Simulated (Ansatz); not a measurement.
input.yaml (Ansatz)

```yaml
crystal:
  lattice:
    - [3.3749600568, 0.0, 0.0]
    - [-1.6874800284, 2.922801146, 0.0]
    - [0.0, 0.0, 5.5113097728]
  atoms:
    - { symbol: Sb, position: [0.3333333333, 0.6666666667, 0.25] }
    - { symbol: Sb, position: [0.6666666667, 0.3333333333, 0.75] }
hamiltonian:
  xc: blyp
  pseudopotentials:
    kind: paw
    azcp:
      Sb: "pseudopotentials/Sb.paw.azcp"
basis:
  ecutwfc: 420
  fft_grid_basis: typed
kpoints:
  mp_grid: { grid: [11, 11, 6], shift: [0, 0, 0] }
magnetization:
  spin_polarized: false
scf:
  occupations: { method: fermi_dirac, width: 0.1 }
relax:
  max_steps: 60
  f_tol: 0.01
  cell: {}
output:
  write_density: true
  write_potential: true
  elf: true
  volumetric_format: npy
```

and its output:

```
Engine: ansatz 0.2.0, aarch64-unknown-linux-gnu
Pseudopotentials: kind: paw
Pseudopotential: Sb, paw, valence charge 15, recommended cutoff 420 eV (normal) 
Functional definition: BLYP
  parameter beta = 0.0042
  parameter a = 0.04918
  parameter b = 0.132
  parameter c = 0.2533
  parameter d = 0.349
  exchange = b88_x(beta = beta)
  correlation = lyp_c(a = a, b = b, c = c, d = d)
Crystal: 2 atoms, lattice volume = 54.365 Å³
Basis set: ecut = 420 eV, 1099 PW (Γ), exchange–correlation on 48×48×80 points (8 copies of the dense FFT grid, shifted against one another)
Bands: 19, of which v1, the nominal top of the filled ones, is band 15 counted from 1 (14 counted from 0)
Symmetry: 24 space group operations
Space group: P63/mmc (ITA 194), of the structure as read, at distance tolerance 3.8e-5 Å
k-points: 64 of 726
Non-local potential: Sb, projectors of the file, l = 0: 2, l = 1: 2, l = 2: 2, l = 3: 2
PAW form: soft (Blöchl's): semilocal exchange-correlation on the pseudo side does not see the compensation charge
PAW frozen core: Sb, regenerated for the run's functional, and the local potential with it (the file was generated under x = pbe(κ = 0.804, μ = 0.2195149727645171), c = pbe(β = 0.06672455060314922))
PAW one-centre angular grid: Sb, 590 points (default); XC on 64 Gauss nodes
Initial density: superposition of atomic densities (neutral atoms: chi_scale 0, normalization atom), corrected by the library's trained network
Initial wavefunctions: pseudopotential atomic-orbital guess
Functional: x = b88, c = lyp
SCF iter   1: F=—  HF=-13001.493955 eV  |F-HF|=—  |Δ(HF+E_count)|=         —  Δρ=7.14e-3  dr2=2.44e-2  ethr=1.77e-3  ⟨swp⟩=5.7  Hψ=5886  notcnv=0
SCF iter   2: F=—  HF=-13001.488765 eV  |F-HF|=—  |Δ(HF+E_count)|=   5.19e-3  Δρ=4.89e-3  dr2=1.14e-2  ethr=8.15e-5  ⟨swp⟩=1.4  Hψ=1766  notcnv=0
SCF iter   3: F=—  HF=-13001.486826 eV  |F-HF|=—  |Δ(HF+E_count)|=   1.94e-3  Δρ=1.60e-3  dr2=9.57e-4  ethr=3.81e-5  ⟨swp⟩=2.0  Hψ=2161  notcnv=0
SCF iter   4: F=—  HF=-13001.486539 eV  |F-HF|=—  |Δ(HF+E_count)|=   2.87e-4  Δρ=1.02e-3  dr2=3.68e-4  ethr=3.19e-6  ⟨swp⟩=2.0  Hψ=2156  notcnv=0
SCF iter   5: F=—  HF=-13001.486563 eV  |F-HF|=—  |Δ(HF+E_count)|=   2.42e-5  Δρ=5.75e-4  dr2=8.99e-5  ethr=1.23e-6  ⟨swp⟩=2.0  Hψ=2161  notcnv=0
...
SCF iter   4: F=—  HF=-13001.594057 eV  |F-HF|=—  |Δ(HF+E_count)|=   6.46e-9  Δρ=6.48e-7  dr2=2.41e-10  ethr=6.83e-12  ⟨swp⟩=3.0  Hψ=2266  notcnv=0
SCF iter   5: F=-13001.594057 eV  HF=-13001.594057 eV  |F-HF|=1.82e-12  |Δ(HF+E_count)|=  1.62e-10  Δρ=1.37e-7  dr2=1.33e-11  ethr=1.00e-12  ⟨swp⟩=5.3  Hψ=6698  notcnv=0
SCF 6 converged in 5 iterations: F = -13001.594057 eV  dr2 = 1.33e-11
relax step   6: F+E_penalty+E_count = -13001.59405697 eV  Δ(F+E_penalty+E_count) = -1.021e-3 eV  max|allowed force component| = 6.939e-17 eV/Å  Δτ_max = 0.0000 Å  P = -0.015 GPa  Ω = 60.546 Å³  stress off target by 2.78e-2 GPa  SCF on the basis re-selected at this cell (its energy is not comparable with the rows above)  (5 SCF iters)
basis re-selected at this cell: Δ(F+E_penalty+E_count) = -1.021e-3 eV, ΔP = -0.017 GPa vs the last step (what re-selecting the basis moved, of the pressure what is left beyond the Pulay correction that the steps carried, after the strain that the cell walked since its last selection, with what the two solves' SCF thresholds leave and, on support functions, any second-order correction that the steps lacked; it is no measure of the basis error at this ecutwfc). This SCF's stress stands 2.78e-2 GPa from its target on what of the cell is left free (relax.cell.stress_tol is 5.00e-2 GPa) and its largest allowed force component is 6.94e-17 eV/Å (relax.f_tol is 1.00e-2 eV/Å): within both
SCF converged after 5 iterations
Free energy (F): -13001.594057 eV
Harris-Foulkes:  -13001.594057 eV  (|F-HF|=1.82e-12)
Internal energy: -13001.553955 eV  (E = F + TS)
E sigma→0 (E₀):  -13001.574006 eV
Entropy (-TS):   -0.040102 eV (-20.051 meV/atom)
Fermi energy:    10.353782 eV
--- Per-component energies (eV) ---
  E_band       = -325.340066
  E_kinetic    = 413.247011
  E_local      = -3052.963911  (includes V_loc(G=0)·N_el)
  E_nonlocal   = 715.303934
  E_hartree    = 1381.400156
  E_xc         = -272.488123
  E_vxc        = -186.101707  (∫ρ·V_xc dr)
  E_paw        = -9183.740519  (= ΣΔE_a)
  E_vpaw       = -977.625782  (= ΣTr[D̂ρ^β])
  E_aug_tail   = -0.000003  (compensation charges beyond the density's cutoff)
  E_ewald      = -3002.169867
  E_core_change = -0.142634  (= ΣΔE_core)
  E_smearing   = -0.040102  (= −TS)
  E_closure    = -0.000000  (closes the sum)
  Σ components = -13001.594057   (vs F -13001.594057, Δ=0.00e0)
--- Forces (eV/Å), atoms counted from 1 ---
  atom   1  Sb     0.00000000    -0.00000000    -0.00000000
  atom   2  Sb    -0.00000000     0.00000000     0.00000000
  max |Σ_I F_I| component: 2.31e-18 eV/Å
--- Stress (GPa, compression-positive) ---
       -0.027758       0.000000       0.000000
       -0.000000      -0.027758       0.000000
        0.000000       0.000000       0.011360
  P = ⅓ Tr σ = -0.0147 GPa (-0.147 kbar)
--- Band table (eV; the first three rows and the last of 64) ---
  k-point 0: bands = ["-18.9223", "-18.9143", "-18.9143", "-18.9126", "-18.9120", "-18.9120", "-18.9003", "-18.9003", "-18.8716", "-18.8716", "-1.7811", "1.0561", "5.3096", "13.4709", "13.4709", "14.3736", "14.7284", "14.7284", "18.1400"]
  k-point 1: bands = ["-18.9217", "-18.9154", "-18.9154", "-18.9132", "-18.9128", "-18.9128", "-18.8971", "-18.8971", "-18.8730", "-18.8730", "-1.6662", "0.6822", "5.9239", "13.3365", "13.5488", "13.5488", "14.6412", "14.6412", "18.2399"]
  k-point 2: bands = ["-18.9198", "-18.9166", "-18.9166", "-18.9149", "-18.9145", "-18.9145", "-18.8903", "-18.8903", "-18.8769", "-18.8769", "-1.3254", "-0.0593", "7.3790", "11.3322", "13.7672", "13.7672", "14.4015", "14.4015", "18.5386"]
  k-point 63: bands = ["-18.9176", "-18.9176", "-18.9000", "-18.9000", "-18.8941", "-18.8941", "-18.8797", "-18.8797", "-18.8694", "-18.8694", "2.2590", "2.2590", "6.5657", "6.5657", "7.9550", "7.9550", "12.5183", "12.5183", "17.4011"]
--- Relaxed structure (5 steps of the walk, 5 accepted, 1 SCFs on fresh bases) ---
  F+E_penalty+E_count = -13001.59405697 eV   max|allowed force component| = 6.939e-17 eV/Å   (the final SCF, on the basis selected at the relaxed cell)
  cell:  # Å, volume = 60.5460 Å³
    - [3.468528013771709, -2.1447576546401938e-35, 0.0]
    - [-1.7342640068858546, 3.0038333736642815, 0.0]
    - [0.0, 0.0, 5.811185019781733]
  atoms:
    - { symbol: Sb, position: [0.3333333333333333, 0.6666666666666666, 0.24999999999999997] }
    - { symbol: Sb, position: [0.6666666666666666, 0.3333333333333333, 0.7499999999999998] }
```
